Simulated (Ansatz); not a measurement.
## Eigenvalues along a path: Y (dhcp type)

```xyz
4
Lattice="2.6560 0.0000 0.0000 -1.3280 2.3002 0.0000 0.0000 0.0000 8.5240" Properties=species:S:1:pos:R:3 pbc="T T T"
Y     0.0000    0.0000    0.0000
Y     0.0000    0.0000    4.2620
Y     0.0000    1.5334    2.1310
Y     1.3280    0.7667    6.3930
```

The cell comes from a relaxation on PAW files under the same functional, begun from a prototype that needn't be the stable phase.

All numbers are PBE results (scalar-relativistic) from Ansatz 0.2.0, with a Γ-centred 10×10×3 k mesh, Fermi–Dirac smearing of 0.08 eV, no spin polarisation. Methods: LAPW: all electrons, basis error target 1 meV/atom.

This run: volume at 0.4 of the series' base cell.

Path points, in fractions of the reciprocal vectors: Γ (0.000, 0.000, 0.000), M (0.500, 0.000, 0.000), K (0.333, 0.333, 0.000), A (0.000, 0.000, 0.500), L (0.500, 0.000, 0.500), H (0.333, 0.333, 0.500). Levels in eV from the Fermi level; bands 41 to 68, counted from the lowest band of the run. The gap is zero, the pressure 146.3 GPa.

```
# k(1/Å) point b41 b42 b43 b44 b45 b46 b47 b48 b49 b50 b51 b52 b53 b54 b55 b56 b57 b58 b59 b60 b61 b62 b63 b64 b65 b66 b67 b68
0.000 Γ -26.08 -23.02 -22.98 -20.35 -20.35 -19.96 -19.96 -19.91 -19.91 -19.48 -19.48 -19.35 -3.76 -2.97 -2.26 -2.19 1.12 1.12 1.34 1.34 2.01 2.37 2.37 2.76 2.76 2.91 3.05 5.42
0.341 - -25.82 -23.11 -23.07 -21.23 -20.63 -20.60 -20.57 -20.25 -20.15 -20.09 -19.56 -19.48 -2.88 -2.04 -1.47 -1.29 -0.30 0.34 1.02 1.18 1.43 1.94 2.01 3.06 3.19 3.65 3.76 3.84
0.683 - -25.10 -23.92 -23.79 -22.93 -22.30 -21.32 -21.20 -21.13 -20.58 -20.52 -19.88 -19.82 -3.45 -2.55 -2.45 -1.53 -1.03 -0.08 0.96 1.33 2.19 2.48 2.55 3.68 3.89 4.24 4.76 5.45
1.024 - -25.31 -25.20 -24.32 -23.92 -23.85 -21.68 -21.66 -21.16 -20.97 -20.92 -20.34 -20.09 -4.74 -4.55 -3.67 -2.53 -2.46 -0.49 0.13 1.31 1.46 3.09 3.99 4.89 4.97 6.97 7.68 8.74
1.366 M -25.91 -25.74 -24.83 -24.60 -22.87 -22.35 -21.87 -21.13 -21.07 -21.07 -20.45 -20.21 -5.34 -5.22 -3.99 -3.20 -2.57 -0.91 -0.80 0.97 1.19 3.93 4.80 4.93 4.99 8.44 9.82 11.18
1.563 - -25.83 -25.65 -24.76 -24.54 -22.80 -22.50 -22.13 -21.61 -21.22 -20.76 -20.51 -20.50 -5.11 -4.67 -3.72 -2.68 -2.16 -1.27 -0.56 0.77 1.22 3.00 4.72 4.94 5.15 8.06 8.72 10.76
1.760 - -25.57 -25.39 -24.54 -24.39 -23.01 -22.76 -22.63 -22.31 -21.30 -21.22 -20.69 -20.59 -4.55 -3.35 -2.92 -2.14 -1.34 -1.14 0.04 0.37 1.56 1.63 4.17 4.51 5.58 6.66 7.04 9.40
1.957 - -25.17 -24.96 -24.32 -24.28 -23.74 -23.41 -22.83 -22.39 -22.10 -21.27 -20.97 -20.50 -3.88 -2.91 -2.42 -1.54 -1.05 -0.63 1.13 1.13 1.27 1.99 3.11 4.52 4.69 5.65 6.23 7.96
2.154 K -24.85 -24.42 -24.42 -24.36 -24.36 -23.57 -22.76 -22.76 -22.24 -21.19 -21.19 -20.46 -3.33 -3.33 -2.07 -1.53 -1.53 0.84 0.88 0.88 2.18 3.03 3.03 3.19 4.80 4.80 7.00 7.00
2.549 - -25.01 -24.91 -24.36 -23.90 -23.73 -23.14 -22.40 -22.03 -21.69 -21.13 -20.71 -20.60 -3.41 -3.00 -2.68 -1.00 -0.82 -0.40 0.52 0.57 1.93 2.02 2.42 3.29 3.71 4.51 6.81 6.84
2.943 - -24.79 -24.12 -24.07 -23.19 -22.88 -21.90 -21.22 -21.21 -20.83 -20.79 -20.47 -19.98 -2.38 -2.09 -1.66 -1.48 -1.45 0.31 0.39 0.56 1.11 1.59 2.04 2.95 3.39 3.85 4.59 7.26
3.337 - -25.74 -23.16 -23.12 -21.42 -20.91 -20.75 -20.69 -20.40 -20.25 -20.03 -19.69 -19.52 -2.57 -1.72 -1.35 -0.93 -0.69 -0.03 0.76 0.79 1.24 2.25 2.28 2.77 3.16 3.43 3.87 3.97
3.731 Γ -26.08 -23.02 -22.98 -20.35 -20.35 -19.96 -19.96 -19.91 -19.91 -19.48 -19.48 -19.35 -3.76 -2.97 -2.26 -2.19 1.12 1.12 1.34 1.34 2.01 2.37 2.37 2.76 2.76 2.91 3.05 5.42
3.824 - -26.03 -23.62 -22.35 -20.34 -20.34 -20.02 -20.02 -19.84 -19.84 -19.49 -19.49 -19.43 -3.74 -2.89 -2.52 -1.95 1.15 1.15 1.37 1.37 1.94 2.27 2.31 2.31 2.69 2.69 3.76 5.52
3.916 - -25.85 -24.21 -21.71 -20.32 -20.32 -20.10 -20.10 -19.76 -19.76 -19.67 -19.52 -19.52 -3.65 -2.82 -2.67 -1.79 1.23 1.23 1.44 1.44 1.73 1.77 2.18 2.18 2.52 2.52 4.55 5.80
4.008 - -25.58 -24.74 -21.09 -20.28 -20.28 -20.17 -20.17 -20.04 -19.69 -19.69 -19.56 -19.56 -3.52 -3.09 -2.36 -1.81 1.34 1.34 1.43 1.50 1.50 1.56 2.08 2.08 2.31 2.31 5.30 6.18
4.100 A -25.20 -25.20 -20.53 -20.53 -20.23 -20.23 -20.23 -20.23 -19.62 -19.62 -19.62 -19.62 -3.33 -3.33 -2.04 -2.04 1.40 1.40 1.46 1.46 1.46 1.46 2.13 2.13 2.13 2.13 5.98 5.98
4.441 - -25.03 -25.03 -21.22 -21.22 -20.91 -20.91 -20.48 -20.48 -19.91 -19.91 -19.73 -19.73 -2.48 -2.48 -1.32 -1.32 -0.07 -0.07 0.91 0.91 2.18 2.18 2.33 2.33 2.85 2.85 4.26 4.26
4.783 - -24.72 -24.72 -23.03 -23.03 -22.22 -22.22 -21.02 -21.02 -20.22 -20.22 -20.04 -20.04 -3.19 -3.19 -1.83 -1.83 -0.63 -0.63 1.11 1.11 2.49 2.49 2.80 2.80 4.56 4.56 5.00 5.00
5.124 - -25.16 -25.16 -24.53 -24.53 -22.56 -22.56 -21.48 -21.48 -20.64 -20.64 -20.36 -20.36 -4.42 -4.42 -3.09 -3.09 -2.23 -2.23 0.90 0.90 2.30 2.30 4.71 4.71 6.59 6.59 8.05 8.05
5.466 L -25.63 -25.63 -25.11 -25.11 -22.18 -22.18 -21.65 -21.65 -21.02 -21.02 -20.49 -20.49 -4.81 -4.81 -3.75 -3.75 -2.70 -2.70 0.63 0.63 2.04 2.04 5.44 5.44 7.37 7.37 9.08 9.08
5.663 - -25.54 -25.54 -25.03 -25.03 -22.31 -22.31 -21.73 -21.73 -21.27 -21.27 -20.53 -20.53 -4.38 -4.38 -3.59 -3.59 -2.33 -2.33 0.65 0.65 1.65 1.65 5.64 5.64 6.46 6.46 8.96 8.96
5.860 - -25.31 -25.31 -24.80 -24.80 -22.84 -22.84 -21.99 -21.99 -21.62 -21.62 -20.64 -20.64 -3.90 -3.90 -2.57 -2.57 -1.45 -1.45 0.29 0.29 1.79 1.79 4.70 4.70 5.55 5.55 7.77 7.77
6.057 - -24.97 -24.97 -24.51 -24.51 -23.46 -23.46 -22.80 -22.80 -21.42 -21.42 -20.83 -20.83 -3.87 -3.87 -1.09 -1.09 -0.64 -0.64 0.14 0.14 2.64 2.64 3.32 3.32 4.80 4.80 6.43 6.43
6.254 H -24.74 -24.74 -24.38 -24.38 -23.64 -23.64 -23.30 -23.30 -21.18 -21.18 -21.04 -21.04 -3.92 -3.92 -0.89 -0.89 -0.09 -0.09 0.56 0.56 2.66 2.66 2.88 2.88 4.87 4.87 5.84 5.84
6.649 - -24.75 -24.75 -24.63 -24.63 -22.94 -22.94 -22.31 -22.31 -21.70 -21.70 -20.48 -20.48 -3.40 -3.40 -1.44 -1.44 -0.73 -0.73 -0.14 -0.14 2.84 2.84 3.36 3.36 3.89 3.89 5.65 5.65
7.043 - -24.64 -24.64 -23.33 -23.33 -22.56 -22.56 -21.30 -21.30 -20.83 -20.83 -20.05 -20.05 -2.19 -2.19 -1.72 -1.72 -0.53 -0.53 -0.07 -0.07 1.76 1.76 2.57 2.57 4.23 4.23 5.24 5.24
7.437 - -24.97 -24.97 -21.36 -21.36 -21.22 -21.22 -20.51 -20.51 -19.98 -19.98 -19.79 -19.79 -2.18 -2.18 -1.17 -1.17 -0.48 -0.48 0.83 0.83 2.12 2.12 2.64 2.64 2.84 2.84 4.13 4.13
7.832 A -25.20 -25.20 -20.53 -20.53 -20.23 -20.23 -20.23 -20.23 -19.62 -19.62 -19.62 -19.62 -3.33 -3.33 -2.04 -2.04 1.40 1.40 1.46 1.46 1.46 1.46 2.13 2.13 2.13 2.13 5.98 5.98
```
